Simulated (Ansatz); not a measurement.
Relaxed-ion elastic tensor of BW in space group Cmcm (No. 63; B on 4c, W on 4c) in GPa (Voigt order), DFT-r²SCAN in the program Ansatz with PAW potentials; density 15.62 g/cm³, 10.34 Å³ per atom.

```json
[
 {"": "1", "1": "581", "2": "261", "3": "223", "4": "0.0", "5": "0.0", "6": "0.0"},
 {"": "2", "1": "261", "2": "573", "3": "260", "4": "0.0", "5": "0.0", "6": "0.0"},
 {"": "3", "1": "223", "2": "260", "3": "588", "4": "0.0", "5": "0.0", "6": "0.0"},
 {"": "4", "1": "0.0", "2": "0.0", "3": "0.0", "4": "222", "5": "0.0", "6": "0.0"},
 {"": "5", "1": "0.0", "2": "0.0", "3": "0.0", "4": "0.0", "5": "262", "6": "0.0"},
 {"": "6", "1": "0.0", "2": "0.0", "3": "0.0", "4": "0.0", "5": "0.0", "6": "248"}
]
```

Problem. Is the crystal mechanically stable?

Solution. Yes: the smallest eigenvalue of C is 222 GPa.

Problem. Work out the Voigt, Reuss and Hill averages.

Solution. K_V = 359, K_R = 359, K_H = 359; G_V = 213, G_R = 204, G_H = 209 GPa.

Problem. Give Young's modulus, Poisson's ratio, Pugh's ratio and the universal anisotropy index.

Solution. E = 9KG/(3K + G) = 525 GPa; ν = 0.26; K/G = 1.72 (near the Pugh limit of 1.75, no verdict); A_U = 5G_V/G_R + K_V/K_R − 6 = 0.21.

Problem. Estimate the sound speeds and the Debye temperature.

Solution. v_l = √((K + 4G/3)/ρ) = 6390 m/s, v_t = √(G/ρ) = 3660 m/s, mean 4060 m/s; Θ = (h/k)(3n/4πV)^(1/3) v_m = 555 K.

Problem. How much does each axis shrink under pressure?

Solution. Linear compressibilities β_i = Σ_j S_ij (j = 1 to 3): x 0.96, y 0.88, z 0.95 per TPa.

The workflow started from a Materials Project entry (that database holds measured and hypothetical structures alike); the Crystallography Open Database copy checked does not list it. COD files the formula under space group No. 141. Whether it is the stable phase at ambient conditions was not checked. The r²SCAN relaxation kept the symmetry of its start; its stability against distortions is not shown here. No spin polarisation was allowed. As this level gives no gap, shear constants depend on the k-mesh and smearing (Fermi–Dirac, 0.1 eV here). Spin–orbit coupling is left out wherever it is not named.

Potentials: the later of the program's two PAW sets.
